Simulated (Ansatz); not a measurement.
TaAg:
```xyz
4
Lattice="1.3428 -5.7451 0.0000 1.3428 5.7451 0.0000 0.0000 0.0000 4.5289" Properties=species:S:1:pos:R:3 pbc="T T T"
Ta     1.3428    -2.0912     1.1322
Ag     1.3428    -5.0147     1.1322
Ta     1.3428     2.0912     3.3967
Ag     1.3428     5.0147     3.3967
```

Relaxed with r²SCAN. Special points in fractions of this cell's reciprocal vectors: Γ (0.000, 0.000, 0.000); Y (-0.500, 0.500, 0.000); C0 (-0.264, 0.736, 0.000); Σ0 (0.264, 0.264, 0.000); Z (0.000, 0.000, 0.500); A0 (0.264, 0.264, 0.500); E0 (-0.264, 0.736, 0.500); T (-0.500, 0.500, 0.500); S (0.000, 0.500, 0.000); R (0.000, 0.500, 0.500).

### Question
List the band energies nearest the Fermi level at these points for r²SCAN (plane waves, PAW; program Ansatz).

### Answer
In eV from the Fermi level; about four levels below and three above (degenerate sets whole), none deeper than 8.9 eV; points with the same levels are listed once.

```csv
k,below,above
Γ,-2.81 -2.77 -1.22 -0.79,0.63 1.90 2.47
Y,-1.93 -1.24 -1.19 -0.93,2.02 3.75 4.29
C0,-2.12 -1.74 -1.17 -0.24,0.08 1.41 2.15
Z,-0.50 -0.50 -0.40 -0.40,2.78 2.78 3.67 3.67
A0,-2.24 -2.24 -1.70 -1.70,0.16 0.16 1.46 1.46
T,-1.47 -1.47 -0.05 -0.05,3.18 3.18 3.83 3.83
S,-2.15 -2.00 -1.13 -0.41,0.22 1.62 1.94
R,-2.22 -2.22 -1.62 -1.62,0.25 0.25 1.11 1.11
```

Space group Cmcm. The start of the workflow was typed in or built on a structure type; neither database checked (COD, Materials Project) lists it. Whether it is the stable phase at ambient conditions was not checked. Symmetry was held in the r²SCAN relaxation; its stability against distortions is not shown here. The run is not spin-polarised. Its formation energy is positive at this level, so the cell may be metastable or incomplete. Scalar-relativistic: spin–orbit coupling is off unless named, which matters more the heavier the elements.

Potentials: the earlier of the program's two PAW sets.
